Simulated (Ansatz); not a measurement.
Stability checks on a candidate for AlGa₃Sb₄

The structure comes from a generated guess, relaxed at this level; another structure or a mixture of phases may lie lower.

The calculation used DFT PBE, scalar-relativistic, plane waves, PAW in Ansatz 0.2.0. Cutoff 420 eV, Γ-centred 8×8×4 mesh (8-atom cell), Gaussian smearing of 0.10 eV, no spin polarisation.

```cif
data_structure
_symmetry_space_group_name_H-M 'P-4m2'
_symmetry_Int_Tables_number 115
_cell_length_a 4.3983
_cell_length_b 4.3983
_cell_length_c 12.4214
_cell_angle_alpha 90.000
_cell_angle_beta 90.000
_cell_angle_gamma 90.000
_cell_volume 240.29
loop_
_atom_site_label
_atom_site_type_symbol
_atom_site_symmetry_multiplicity
_atom_site_Wyckoff_symbol
_atom_site_fract_x
_atom_site_fract_y
_atom_site_fract_z
_atom_site_occupancy
Al1 Al 1 d 0.00000 0.00000 0.50000 1
Ga1 Ga 1 a 0.00000 0.00000 0.00000 1
Ga2 Ga 2 f 0.50000 0.50000 0.24956 1
Sb1 Sb 2 g 0.50000 0.00000 0.12481 1
Sb2 Sb 2 g 0.00000 0.50000 0.37479 1
```

Formation energies are uncorrected and refer to the elements' standard structures at the same level.

Task: These tests were run: energy against the elements; random kick, then relaxation without symmetry; phonons on a 2×2×1 q mesh; elastic tensor. What do they show?

Result:

```csv
test,result
energy against the elements,−0.17 eV/atom
"random kick, then relaxation without symmetry",returns
phonons on a 2×2×1 q mesh,"no imaginary mode on the mesh, but the interpolation dips to 13i cm⁻¹ between its points"
elastic tensor,least eigenvalue 20 GPa
```

It fails none of these tests outright. Whether a mixture of other phases lies lower isn't tested here. Undecided within the accuracy: phonons on a 2×2×1 q mesh.

These runs have no spin–orbit coupling, which can matter for Sb. The kick test ran on a coarse mesh. The run for the phonons used an 8×8×4 k mesh and Fermi–Dirac smearing of 0.15 eV. The run for the elastic tensor used an 8×8×4 k mesh and Fermi–Dirac smearing of 0.15 eV.
